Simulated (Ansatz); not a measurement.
The following input was run with Ansatz 0.2.0.

```yaml
crystal:
  lattice:
    - [1.8819169994, -4.9548471074, 0.0]
    - [1.8819169994, 4.9548471074, 0.0]
    - [0.0, 0.0, 9.884666413]
  atoms:
    - { symbol: Nb, position: [0.8675442543, 0.1324557457, 0.4408679285] }
    - { symbol: Nb, position: [0.8675442543, 0.1324557457, 0.0591320715] }
    - { symbol: Nb, position: [0.7961603217, 0.2038396783, 0.75] }
    - { symbol: Nb, position: [0.2038396783, 0.7961603217, 0.25] }
    - { symbol: Nb, position: [0.1324557457, 0.8675442543, 0.5591320715] }
    - { symbol: Nb, position: [0.1324557457, 0.8675442543, 0.9408679285] }
    - { symbol: "N", position: [0.6893142621, 0.3106857379, 0.9281848088] }
    - { symbol: "N", position: [0.9532491133, 0.0467508867, 0.6229571504] }
    - { symbol: "N", position: [0.9532491133, 0.0467508867, 0.8770428496] }
    - { symbol: "N", position: [0.6893142621, 0.3106857379, 0.5718151912] }
    - { symbol: "N", position: [0.7663753084, 0.2336246916, 0.25] }
    - { symbol: "N", position: [0.0467508867, 0.9532491133, 0.3770428496] }
    - { symbol: "N", position: [0.3106857379, 0.6893142621, 0.0718151912] }
    - { symbol: "N", position: [0.3106857379, 0.6893142621, 0.4281848088] }
    - { symbol: "N", position: [0.2336246916, 0.7663753084, 0.75] }
    - { symbol: "N", position: [0.0467508867, 0.9532491133, 0.1229571504] }
basis:
  ecutwfc: 420
kpoints:
  mp_grid: { grid: [8, 8, 4] }
hamiltonian:
  xc: pbesol
scf:
  occupations: { method: gaussian, width: 0.02 }
output:
  forces: true
  stress: true
  eigenvalues: true
  write_density: true
  write_potential: true
  elf: true
  volumetric_format: npy
relax:
  adjacent_minimum: "off"
  f_tol: 0.01
  max_steps: 30
  cell: { stress_tol: 0.1, fix: [volume] }
```

Command:
```bash
ansatz run input.yaml --threads 4 --pin off --max-ram 10240MiB --backend cpu --events-out ev --progress --plain --runs-dir out
```

The calculation used DFT PBEsol, scalar-relativistic, plane waves, PAW (Ansatz 0.2.0).

Part of what the program printed, abridged:

```
Pseudopotentials: kind: paw
Pseudopotential: Nb, paw, valence charge 13, recommended cutoff 420 eV (normal)
Pseudopotential: N, paw, valence charge 5, recommended cutoff 420 eV (normal)
Functional definition: PBEsol
Crystal: 16 atoms, lattice volume = 184.341 Å³
Basis set: ecut = 420 eV, 3619 PW (Γ), exchange–correlation on 72×72×144 points (8 copies of the dense FFT grid, shifted against one another)
Bands: 80, of which v1, the nominal top of the filled ones, is band 64 counted from 1 (63 counted from 0)
Symmetry: 8 space group operations
Space group: Cmcm (ITA 63), of the structure as read, at distance tolerance 5.7e-5 Å
k-points: 63 of 256
Initial density: superposition of atomic densities (neutral atoms: chi_scale 0, normalization atom), corrected by the library's trained network
Initial wavefunctions: pseudopotential atomic-orbital guess
Functional: x = pbesol(κ = 0.804, μ = 0.12345679), c = pbesol(β = 0.046)
SCF iter   1: F=—  HF=-30771.501551 eV  |F-HF|=—  |Δ(HF+E_count)|=         —  Δρ=1.16e-2  dr2=1.62e-1  ethr=1.77e-3  ⟨swp⟩=7.1  Hψ=19442  notcnv=0  defer=205
SCF iter   2: F=—  HF=-30771.465711 eV  |F-HF|=—  |Δ(HF+E_count)|=   3.58e-2  Δρ=4.82e-3  dr2=2.97e-2  ethr=1.27e-4  ⟨swp⟩=2.0  Hψ=8179  notcnv=0  defer=599
SCF iter   3: F=—  HF=-30771.460349 eV  |F-HF|=—  |Δ(HF+E_count)|=   5.36e-3  Δρ=2.34e-3  dr2=6.84e-3  ethr=2.32e-5  ⟨swp⟩=2.0  Hψ=6708  notcnv=0  defer=599
SCF iter   4: F=—  HF=-30771.459578 eV  |F-HF|=—  |Δ(HF+E_count)|=   7.70e-4  Δρ=4.21e-4  dr2=3.98e-4  ethr=5.34e-6  ⟨swp⟩=2.3  Hψ=7777  notcnv=0  defer=599
SCF iter   5: F=—  HF=-30771.459732 eV  |F-HF|=—  |Δ(HF+E_count)|=   1.54e-4  Δρ=2.44e-4  dr2=1.32e-4  ethr=3.11e-7  ⟨swp⟩=2.0  Hψ=6592  notcnv=0  defer=599
SCF iter   6: F=—  HF=-30771.459750 eV  |F-HF|=—  |Δ(HF+E_count)|=   1.80e-5  Δρ=1.06e-4  dr2=3.46e-5  ethr=1.03e-7  ⟨swp⟩=2.0  Hψ=6936  notcnv=0  defer=599
SCF iter   7: F=—  HF=-30771.460044 eV  |F-HF|=—  |Δ(HF+E_count)|=   2.94e-4  Δρ=3.62e-5  dr2=3.78e-6  ethr=2.70e-8  ⟨swp⟩=2.0  Hψ=6588  notcnv=0  defer=599
SCF iter   8: F=—  HF=-30771.460047 eV  |F-HF|=—  |Δ(HF+E_count)|=   3.32e-6  Δρ=9.76e-6  dr2=3.46e-7  ethr=2.96e-9  ⟨swp⟩=2.0  Hψ=6595  notcnv=0  defer=599
SCF iter   9: F=-30771.460048 eV  HF=-30771.460048 eV  |F-HF|=2.23e-8  |Δ(HF+E_count)|=   3.86e-7  Δρ=5.73e-6  dr2=6.86e-8  ethr=7.81e-11  ⟨swp⟩=16.3  Hψ=37875  notcnv=0
SCF 1 converged in 9 iterations: F = -30771.460048 eV  dr2 = 6.86e-8
relax step   1: F+E_penalty+E_count = -30771.46004771 eV  Δ(F+E_penalty+E_count) = +0.000e0 eV  max|allowed force component| = 2.644e-1 eV/Å  Δτ_max = 0.0000 Å  P = +27.554 GPa  Ω = 184.341 Å³  fix = [volume]  reactions: volume +27.554 GPa (9 SCF iters, dr2 threshold 1.00e-7 eV, accepted)
Basis set: ecut = 420 eV, 3615 PW (Γ), exchange–correlation on 72×72×144 points (8 copies of the dense FFT grid, shifted against one another)
Initial density: handed on by an earlier stage of this run
Initial wavefunctions: those handed on with the density
SCF iter   1: F=—  HF=-30771.470357 eV  |F-HF|=—  |Δ(HF+E_count)|=         —  Δρ=1.88e-3  dr2=5.11e-3  ethr=4.14e-6  ⟨swp⟩=3.0  Hψ=20479  notcnv=0  defer=1
SCF iter   2: F=—  HF=-30771.469290 eV  |F-HF|=—  |Δ(HF+E_count)|=   1.07e-3  Δρ=9.07e-4  dr2=1.14e-3  ethr=3.99e-6  ⟨swp⟩=2.3  Hψ=7509  notcnv=0
SCF iter   3: F=—  HF=-30771.469354 eV  |F-HF|=—  |Δ(HF+E_count)|=   6.41e-5  Δρ=4.59e-4  dr2=2.89e-4  ethr=8.91e-7  ⟨swp⟩=2.5  Hψ=6778  notcnv=0
SCF iter   4: F=—  HF=-30771.469284 eV  |F-HF|=—  |Δ(HF+E_count)|=   6.97e-5  Δρ=5.09e-5  dr2=3.49e-6  ethr=2.26e-7  ⟨swp⟩=2.0  Hψ=7162  notcnv=0
SCF iter   5: F=-30771.469285 eV  HF=-30771.469286 eV  |F-HF|=9.60e-7  |Δ(HF+E_count)|=   1.45e-6  Δρ=2.59e-5  dr2=1.37e-6  ethr=1.25e-9  ⟨swp⟩=15.2  Hψ=44437  notcnv=0
the search or the solves at the SCF's close seem to have found levels that the self-consistency loop had missed (the run counts 1). By its estimate they hold under 1e-12 electrons; where the run keeps them, the occupations were computed again with them
SCF 2 converged in 5 iterations: F = -30771.469285 eV  dr2 = 1.37e-6
relax step   2: F+E_penalty+E_count = -30771.46928462 eV  Δ(F+E_penalty+E_count) = -9.237e-3 eV  max|allowed force component| = 7.518e-2 eV/Å  Δτ_max = 0.0119 Å  P = +27.075 GPa  Ω = 184.341 Å³  energy of the carried Pulay correction = -9.921e-17 eV  fix = [volume]  reactions: volume +27.075 GPa (5 SCF iters, dr2 threshold 1.60e-6 eV, accepted)
Basis set: ecut = 420 eV, 3631 PW (Γ), exchange–correlation on 72×72×144 points (8 copies of the dense FFT grid, shifted against one another)
SCF iter   1: F=—  HF=-30771.470577 eV  |F-HF|=—  |Δ(HF+E_count)|=         —  Δρ=6.90e-4  dr2=5.27e-4  ethr=4.40e-7  ⟨swp⟩=3.5  Hψ=21202  notcnv=0
SCF iter   2: F=—  HF=-30771.470479 eV  |F-HF|=—  |Δ(HF+E_count)|=   9.89e-5  Δρ=3.60e-4  dr2=1.59e-4  ethr=4.11e-7  ⟨swp⟩=2.3  Hψ=7423  notcnv=0
SCF iter   3: F=—  HF=-30771.470726 eV  |F-HF|=—  |Δ(HF+E_count)|=   2.47e-4  Δρ=1.55e-4  dr2=4.38e-5  ethr=1.24e-7  ⟨swp⟩=2.0  Hψ=6910  notcnv=0
SCF iter   4: F=—  HF=-30771.470718 eV  |F-HF|=—  |Δ(HF+E_count)|=   7.78e-6  Δρ=3.07e-5  dr2=1.85e-6  ethr=3.42e-8  ⟨swp⟩=2.0  Hψ=7308  notcnv=0
SCF iter   5: F=-30771.470718 eV  HF=-30771.470718 eV  |F-HF|=6.12e-8  |Δ(HF+E_count)|=   1.50e-7  Δρ=9.85e-6  dr2=2.07e-7  ethr=3.00e-10  ⟨swp⟩=16.1  Hψ=42954  notcnv=0
SCF 3 converged in 5 iterations: F = -30771.470718 eV  dr2 = 2.07e-7
relax step   3: F+E_penalty+E_count = -30771.47071824 eV  Δ(F+E_penalty+E_count) = -1.434e-3 eV  max|allowed force component| = 4.176e-2 eV/Å  Δτ_max = 0.0041 Å  P = +26.986 GPa  Ω = 184.341 Å³  fix = [volume]  reactions: volume +26.986 GPa (5 SCF iters, dr2 threshold 3.84e-7 eV, accepted)
Basis set: ecut = 420 eV, 3627 PW (Γ), exchange–correlation on 72×72×144 points (8 copies of the dense FFT grid, shifted against one another)
SCF iter   1: F=—  HF=-30771.470103 eV  |F-HF|=—  |Δ(HF+E_count)|=         —  Δρ=1.15e-3  dr2=1.35e-3  ethr=1.11e-6  ⟨swp⟩=4.4  Hψ=20188  notcnv=0  defer=15
SCF iter   2: F=—  HF=-30771.469869 eV  |F-HF|=—  |Δ(HF+E_count)|=   2.34e-4  Δρ=5.85e-4  dr2=2.38e-4  ethr=1.06e-6  ⟨swp⟩=2.0  Hψ=6467  notcnv=0
SCF iter   3: F=—  HF=-30771.469837 eV  |F-HF|=—  |Δ(HF+E_count)|=   3.26e-5  Δρ=2.21e-4  dr2=6.11e-5  ethr=1.86e-7  ⟨swp⟩=2.0  Hψ=7242  notcnv=0
SCF iter   4: F=—  HF=-30771.470119 eV  |F-HF|=—  |Δ(HF+E_count)|=   2.82e-4  Δρ=4.33e-5  dr2=2.95e-6  ethr=4.78e-8  ⟨swp⟩=2.1  Hψ=6996  notcnv=0
SCF iter   5: F=—  HF=-30771.470119 eV  |F-HF|=—  |Δ(HF+E_count)|=   1.68e-7  Δρ=1.66e-5  dr2=4.55e-7  ethr=2.30e-9  ⟨swp⟩=2.1  Hψ=7690  notcnv=0
SCF iter   6: F=-30771.470119 eV  HF=-30771.470119 eV  |F-HF|=4.32e-8  |Δ(HF+E_count)|=   4.17e-8  Δρ=7.27e-6  dr2=9.80e-8  ethr=1.47e-10  ⟨swp⟩=15.9  Hψ=42044  notcnv=0
SCF 4 converged in 6 iterations: F = -30771.470119 eV  dr2 = 9.80e-8
relax step   4: F+E_penalty+E_count = -30771.47011886 eV  Δ(F+E_penalty+E_count) = +5.994e-4 eV  max|allowed force component| = 6.425e-2 eV/Å  Δτ_max = 0.0060 Å  P = +26.947 GPa  Ω = 184.341 Å³  energy of the carried Pulay correction = -2.976e-16 eV  fix = [volume]  (6 SCF iters, dr2 threshold 1.88e-7 eV, rejected (line search))
Basis set: ecut = 420 eV, 3635 PW (Γ), exchange–correlation on 72×72×144 points (8 copies of the dense FFT grid, shifted against one another)
SCF iter   1: F=—  HF=-30771.471041 eV  |F-HF|=—  |Δ(HF+E_count)|=         —  Δρ=8.12e-4  dr2=7.82e-4  ethr=6.44e-7  ⟨swp⟩=3.6  Hψ=19468  notcnv=0  defer=6
SCF iter   2: F=—  HF=-30771.470912 eV  |F-HF|=—  |Δ(HF+E_count)|=   1.30e-4  Δρ=4.20e-4  dr2=1.41e-4  ethr=6.11e-7  ⟨swp⟩=2.1  Hψ=6377  notcnv=0
SCF iter   3: F=—  HF=-30771.470888 eV  |F-HF|=—  |Δ(HF+E_count)|=   2.39e-5  Δρ=1.55e-4  dr2=3.91e-5  ethr=1.10e-7  ⟨swp⟩=2.0  Hψ=7250  notcnv=0
SCF iter   4: F=—  HF=-30771.470890 eV  |F-HF|=—  |Δ(HF+E_count)|=   1.98e-6  Δρ=3.58e-5  dr2=2.04e-6  ethr=3.06e-8  ⟨swp⟩=2.0  Hψ=7088  notcnv=0
SCF iter   5: F=—  HF=-30771.471160 eV  |F-HF|=—  |Δ(HF+E_count)|=   2.71e-4  Δρ=1.20e-5  dr2=2.07e-7  ethr=1.59e-9  ⟨swp⟩=2.0  Hψ=7545  notcnv=0
SCF iter   6: F=—  HF=-30771.471160 eV  |F-HF|=—  |Δ(HF+E_count)|=   5.08e-8  Δρ=4.91e-6  dr2=4.89e-8  ethr=1.61e-10  ⟨swp⟩=2.0  Hψ=7512  notcnv=0
SCF iter   7: F=—  HF=-30771.471160 eV  |F-HF|=—  |Δ(HF+E_count)|=   1.14e-9  Δρ=1.77e-6  dr2=7.65e-9  ethr=3.82e-11  ⟨swp⟩=2.0  Hψ=7560  notcnv=0
SCF iter   8: F=—  HF=-30771.471160 eV  |F-HF|=—  |Δ(HF+E_count)|=   3.23e-9  Δρ=4.48e-7  dr2=7.34e-10  ethr=5.97e-12  ⟨swp⟩=2.0  Hψ=6915  notcnv=0
SCF iter   9: F=-30771.471160 eV  HF=-30771.471160 eV  |F-HF|=5.82e-11  |Δ(HF+E_count)|=  8.48e-10  Δρ=1.43e-7  dr2=6.88e-11  ethr=1.00e-12  ⟨swp⟩=12.8  Hψ=31915  notcnv=0
SCF 5 converged in 9 iterations: F = -30771.471160 eV  dr2 = 6.88e-11
relax step   5: F+E_penalty+E_count = -30771.47116046 eV  Δ(F+E_penalty+E_count) = -4.422e-4 eV  max|allowed force component| = 1.826e-2 eV/Å  Δτ_max = 0.0017 Å  P = +26.958 GPa  Ω = 184.341 Å³  energy of the carried Pulay correction = -3.968e-16 eV  fix = [volume]  reactions: volume +26.958 GPa (9 SCF iters, accepted)
SCF iter   1: F=—  HF=-30771.471179 eV  |F-HF|=—  |Δ(HF+E_count)|=         —  Δρ=1.36e-4  dr2=1.55e-5  ethr=1.31e-8  ⟨swp⟩=2.9  Hψ=18022  notcnv=0
SCF iter   2: F=—  HF=-30771.471184 eV  |F-HF|=—  |Δ(HF+E_count)|=   5.38e-6  Δρ=6.75e-5  dr2=3.87e-6  ethr=1.21e-8  ⟨swp⟩=2.1  Hψ=6240  notcnv=0
SCF iter   3: F=—  HF=-30771.471184 eV  |F-HF|=—  |Δ(HF+E_count)|=   5.35e-7  Δρ=2.69e-5  dr2=9.64e-7  ethr=3.02e-9  ⟨swp⟩=2.0  Hψ=6948  notcnv=0
SCF iter   4: F=—  HF=-30771.471184 eV  |F-HF|=—  |Δ(HF+E_count)|=   1.68e-7  Δρ=5.07e-6  dr2=6.88e-8  ethr=7.53e-10  ⟨swp⟩=2.0  Hψ=7349  notcnv=0
SCF iter   5: F=-30771.471184 eV  HF=-30771.471184 eV  |F-HF|=1.84e-9  |Δ(HF+E_count)|=   5.05e-9  Δρ=1.98e-6  dr2=8.76e-9  ethr=1.63e-11  ⟨swp⟩=13.8  Hψ=36210  notcnv=0
SCF 6 converged in 5 iterations: F = -30771.471184 eV  dr2 = 8.76e-9
relax step   6: F+E_penalty+E_count = -30771.47118360 eV  Δ(F+E_penalty+E_count) = -2.314e-5 eV  max|allowed force component| = 9.907e-3 eV/Å  Δτ_max = 0.0009 Å  P = +26.949 GPa  Ω = 184.341 Å³  energy of the carried Pulay correction = +1.984e-16 eV  fix = [volume]  reactions: volume +26.949 GPa (5 SCF iters, dr2 threshold 2.08e-8 eV, accepted)
Initial wavefunctions: pseudopotential atomic-orbital guess (no wavefunctions were taken with the density)
SCF iter   1: F=—  HF=-30771.471000 eV  |F-HF|=—  |Δ(HF+E_count)|=         —  Δρ=2.32e-5  dr2=8.34e-8  ethr=3.72e-8  ⟨swp⟩=4.1  Hψ=37903  notcnv=0
SCF iter   2: F=—  HF=-30771.471287 eV  |F-HF|=—  |Δ(HF+E_count)|=   2.87e-4  Δρ=1.22e-5  dr2=2.50e-8  ethr=6.52e-11  ⟨swp⟩=2.5  Hψ=8701  notcnv=0
SCF iter   3: F=—  HF=-30771.471287 eV  |F-HF|=—  |Δ(HF+E_count)|=   4.83e-7  Δρ=1.42e-6  dr2=3.81e-9  ethr=1.95e-11  ⟨swp⟩=2.0  Hψ=7554  notcnv=0
SCF iter   4: F=-30771.471287 eV  HF=-30771.471287 eV  |F-HF|=1.93e-10  |Δ(HF+E_count)|=  7.20e-10  Δρ=3.90e-7  dr2=4.08e-10  ethr=1.00e-12  ⟨swp⟩=5.6  Hψ=27750  notcnv=0
SCF 7 converged in 4 iterations: F = -30771.471287 eV  dr2 = 4.08e-10
SCF converged after 4 iterations
Free energy (F): -30771.471287 eV
Harris-Foulkes:  -30771.471287 eV  (|F-HF|=1.93e-10)
Internal energy: -30771.471287 eV  (E = F + TS)
E sigma→0 (E₀):  -30771.471287 eV
Fermi energy:    13.349328 eV
--- Per-component energies (eV) ---
  E_band       = -587.553172
  E_kinetic    = 3725.837127
  E_local      = -7915.310556  (includes V_loc(G=0)·N_el)
  E_nonlocal   = 1169.019227
  E_hartree    = 2664.946955
  E_xc         = -1658.852816
  E_vxc        = -2056.748780  (∫ρ·V_xc dr)
  E_paw        = -19327.147236  (= ΣΔE_a)
  E_vpaw       = -840.246182  (= ΣTr[D̂ρ^β])
  E_aug_tail   = 0.000972  (compensation charges beyond the density's cutoff)
  E_ewald      = -9431.378201
  E_core_change = 1.413242  (= ΣΔE_core)
  E_smearing   =  0.000000  (= −TS)
--- Forces (eV/Å), atoms counted from 1 ---
  atom   1  Nb     0.00000000    -0.00989114     0.00672441
  atom   2  Nb     0.00000000    -0.00989114    -0.00672441
  atom   3  Nb     0.00000000    -0.00589000     0.00000000
  atom   4  Nb     0.00000000     0.00589000     0.00000000
  atom   5  Nb     0.00000000     0.00989114    -0.00672441
  atom   6  Nb     0.00000000     0.00989114     0.00672441
  atom   7  N      0.00000000    -0.00047128     0.00021178
  atom   8  N      0.00000000     0.00269518     0.00060211
  atom   9  N      0.00000000     0.00269518    -0.00060211
  atom  10  N      0.00000000    -0.00047128    -0.00021178
  atom  11  N      0.00000000     0.00180933     0.00000000
  atom  12  N      0.00000000    -0.00269518    -0.00060211
  atom  13  N      0.00000000     0.00047128    -0.00021178
  atom  14  N      0.00000000     0.00047128     0.00021178
  atom  15  N      0.00000000    -0.00180933     0.00000000
  atom  16  N      0.00000000    -0.00269518     0.00060211
--- Stress (GPa, compression-positive) ---
       27.010987       0.000000       0.000000
        0.000000      26.907065       0.000000
        0.000000       0.000000      26.929483
  P = ⅓ Tr σ = 26.9492 GPa (269.492 kbar)
--- Band table (eV; the first three rows and the last of 63) ---
  k-point 0: bands = ["-41.9647", "-41.9522", "-41.7654", "-41.7530", "-41.6687", "-41.6680", "-18.6226", "-18.5993", "-18.5015", "-18.2942", "-18.2582", "-18.2567", "-18.2442", "-18.2130", "-18.0463", "-18.0210", "-17.9743", "-17.9722", "-17.9393", "-17.9133", "-17.9006", "-17.8416", "-17.7314", "-17.6646", "-2.2996", "-1.4384", "-1.3292", "-1.0412", "-1.0046", "-0.9804", "-0.1876", "0.2102", "0.3604", "0.3978", "7.0362", "7.3014", "7.6809", "7.9333", "7.9690", "8.0790", "8.1794", "8.2982", "8.2989", "8.3481", "8.6296", "8.7115", "8.7249", "9.0331", "9.2695", "9.6530", "9.7750", "10.1325", "10.3326", "10.5832", "11.2142", "11.2985", "11.3999", "11.7585", "12.1284", "12.1540", "12.2419", "12 ...
  k-point 1: bands = ["-41.9630", "-41.9541", "-41.7635", "-41.7548", "-41.6686", "-41.6681", "-18.6180", "-18.6023", "-18.4858", "-18.3466", "-18.2894", "-18.2631", "-18.2038", "-18.1950", "-18.0378", "-17.9940", "-17.9805", "-17.9575", "-17.9412", "-17.9135", "-17.9084", "-17.8514", "-17.7259", "-17.6800", "-2.2163", "-1.6757", "-1.2310", "-1.1061", "-0.9471", "-0.9427", "-0.1339", "0.2066", "0.2838", "0.4615", "7.1091", "7.2802", "7.6218", "7.8398", "7.9889", "8.0710", "8.0815", "8.1501", "8.3232", "8.4974", "8.5898", "8.6919", "8.7954", "9.1804", "9.1892", "9.5674", "9.5866", "10.1109", "10.7095", "10.9085", "11.2887", "11.3218", "11.4990", "11.8402", "11.9520", "11.9869", "12.2358", "12 ...
  k-point 2: bands = ["-41.9587", "-41.9587", "-41.7590", "-41.7590", "-41.6683", "-41.6683", "-18.6094", "-18.6094", "-18.4333", "-18.4333", "-18.2770", "-18.2770", "-18.1887", "-18.1887", "-18.0175", "-18.0175", "-17.9470", "-17.9470", "-17.9254", "-17.9254", "-17.8905", "-17.8905", "-17.7084", "-17.7084", "-1.9868", "-1.9868", "-1.1711", "-1.1711", "-0.9142", "-0.9142", "0.0136", "0.0136", "0.4139", "0.4139", "7.2206", "7.2206", "7.6741", "7.6741", "8.0204", "8.0204", "8.0347", "8.0347", "8.4204", "8.4204", "8.6231", "8.6231", "8.9882", "8.9882", "9.4147", "9.4147", "9.7824", "9.7824", "11.2166", "11.2166", "11.4277", "11.4277", "11.7332", "11.7332", "11.8031", "11.8031", "12.0588", "12.0 ...
  k-point 62: bands = ["-41.9565", "-41.9565", "-41.7309", "-41.7309", "-41.6991", "-41.6991", "-18.5905", "-18.5905", "-18.2989", "-18.2989", "-18.2879", "-18.2879", "-18.2839", "-18.2839", "-18.0510", "-18.0510", "-18.0491", "-18.0491", "-17.9015", "-17.9015", "-17.7897", "-17.7897", "-17.7492", "-17.7492", "-1.6097", "-1.6097", "-1.3041", "-1.3041", "-0.9771", "-0.9771", "-0.1697", "-0.1697", "0.4318", "0.4318", "7.1062", "7.1062", "7.5108", "7.5108", "7.7441", "7.7441", "7.9490", "7.9490", "8.5943", "8.5943", "8.8447", "8.8447", "9.0650", "9.0650", "10.0001", "10.0001", "10.4924", "10.4924", "10.8319", "10.8319", "10.8833", "10.8833", "11.4095", "11.4095", "11.4502", "11.4502", "11.8173" ...
--- Relaxed structure (6 steps of the walk, 5 accepted, 1 SCFs on fresh bases) ---
  F+E_penalty+E_count = -30771.47128739 eV   max|allowed force component| = 9.891e-3 eV/Å   (the final SCF, on the basis selected at the relaxed cell)
  cell:  # Å, volume = 184.3413 Å³
    - [1.88775419, -4.94843302, 0.0]
    - [1.88775419, 4.94843302, 0.0]
    - [0.0, 0.0, 9.86687442]
  atoms:
    - { symbol: Nb, position: [0.86726754, 0.13273245, 0.44093897] }
    - { symbol: Nb, position: [0.86726754, 0.13273245, 0.05906102] }
    - { symbol: Nb, position: [0.79506186, 0.20493813, 0.75] }
    - { symbol: Nb, position: [0.20493813, 0.79506186, 0.24999999] }
    - { symbol: Nb, position: [0.13273245, 0.86726754, 0.55906102] }
    - { symbol: Nb, position: [0.13273245, 0.86726754, 0.94093897] }
    - { symbol: N, position: [0.68804994, 0.31195005, 0.92916019] }
    - { symbol: N, position: [0.95328933, 0.04671066, 0.62429385] }
    - { symbol: N, position: [0.95328933, 0.04671066, 0.87570614] }
    - { symbol: N, position: [0.68804994, 0.31195005, 0.57083980] }
    - { symbol: N, position: [0.76689405, 0.23310594, 0.24999999] }
    - { symbol: N, position: [0.04671066, 0.95328933, 0.37570614] }
    - { symbol: N, position: [0.31195005, 0.68804994, 0.07083980] }
    - { symbol: N, position: [0.31195005, 0.68804994, 0.42916019] }
    - { symbol: N, position: [0.23310594, 0.76689405, 0.75] }
    - { symbol: N, position: [0.04671066, 0.95328933, 0.12429385] }
```

The relaxation met its thresholds.

The run took 49 s on 4 threads of AMD EPYC 9R45 96-Core Processor (Zen 5), with other jobs on the host, peak memory 1.2 GiB.